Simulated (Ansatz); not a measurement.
GaAs:
```cif
data_As4Ga4
_chemical_formula_sum 'Ga4 As4'
_space_group_name_H-M_alt 'F-43m'
_space_group_IT_number 216
_space_group_name_Hall 'F -4 2 3'
_cell_length_a 5.66541
_cell_length_b 5.66541
_cell_length_c 5.66541
_cell_angle_alpha 90.000
_cell_angle_beta 90.000
_cell_angle_gamma 90.000
loop_
_atom_site_label
_atom_site_type_symbol
_atom_site_symmetry_multiplicity
_atom_site_Wyckoff_symbol
_atom_site_fract_x
_atom_site_fract_y
_atom_site_fract_z
_atom_site_occupancy
Ga1 Ga 4 a 0.00000 0.00000 0.00000 1
As1 As 4 c 0.25000 0.25000 0.25000 1
```
(The calculation used a cell of 2 atoms; values per cell refer to that cell.)

Relaxed with r²SCAN.

Q: Tabulate the valence density and the electron localisation function along the shortest Ga–As contact (2.45 Å), the program Ansatz at the r²SCAN level (PAW).

A: 

| distance from Ga (Å) | density (e/Å³) | ELF |
|---|---|---|
| 0.25 | 26.68 | 0.03 |
| 0.37 | 12.37 | 0.02 |
| 0.49 | 4.77 | 0.07 |
| 0.61 | 1.83 | 0.15 |
| 0.74 | 0.90 | 0.23 |
| 0.86 | 0.60 | 0.30 |
| 0.98 | 0.50 | 0.40 |
| 1.10 | 0.48 | 0.59 |
| 1.23 | 0.50 | 0.75 |
| 1.35 | 0.56 | 0.81 |
| 1.47 | 0.65 | 0.79 |
| 1.59 | 0.78 | 0.74 |
| 1.72 | 1.07 | 0.65 |
| 1.84 | 2.23 | 0.49 |
| 1.96 | 5.94 | 0.28 |
| 2.09 | 14.37 | 0.12 |
| 2.21 | 27.45 | 0.06 |

The density is the valence pseudo-density with augmentation charge, so density and ELF within about 1 Å of a nucleus are not all-electron values.

The cell was relaxed with r²SCAN under the symmetry of its start; phonons on a q-mesh show no instability.

Potentials: the earlier of the program's two PAW sets.
